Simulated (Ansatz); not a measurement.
Data:

CF4:
```cif
data_C2F8
_chemical_formula_sum 'F8 C2'
_space_group_name_H-M_alt 'P 1'
_space_group_IT_number 1
_cell_length_a 4.66593
_cell_length_b 4.66593
_cell_length_c 8.27460
_cell_angle_alpha 63.614
_cell_angle_beta 116.386
_cell_angle_gamma 126.331
loop_
_space_group_symop_operation_xyz
  'x, y, z'
loop_
_atom_site_label
_atom_site_type_symbol
_atom_site_fract_x
_atom_site_fract_y
_atom_site_fract_z
_atom_site_occupancy
F1 F 0.38850 0.60617 0.60581 1
F2 F 0.60617 0.38850 0.89419 1
F3 F 0.61150 0.39383 0.39419 1
F4 F 0.39383 0.61150 0.10581 1
C1 C 0.68437 0.68437 0.25000 1
C2 C 0.31563 0.31563 0.75000 1
F5 F 0.76310 0.96821 0.29374 1
F6 F 0.96821 0.76310 0.20626 1
F7 F 0.23690 0.03179 0.70626 1
F8 F 0.03179 0.23690 0.79374 1
```

This is the r²SCAN+D4-relaxed structure.

Task: All from r²SCAN+D4 (plane waves, PAW; program Ansatz), unless another level is named. Give the HSE06 gap on the r²SCAN+D4 cell.

Result: 11.98 eV.

Task: Next, the electron effective mass?

Result: 0.67 mₑ (isotropic).

Task: And the weight of the valence-edge state by species (Voronoi cells)?

Result: F 99 %.

Space group C2/c. The workflow started from an entry of the Crystallography Open Database (COD). The r²SCAN+D4 relaxation kept the symmetry of its start; whether a distortion lowers the energy is not shown. The substance is a gas or liquid at ambient conditions.

Potentials: the later of the program's two PAW sets.
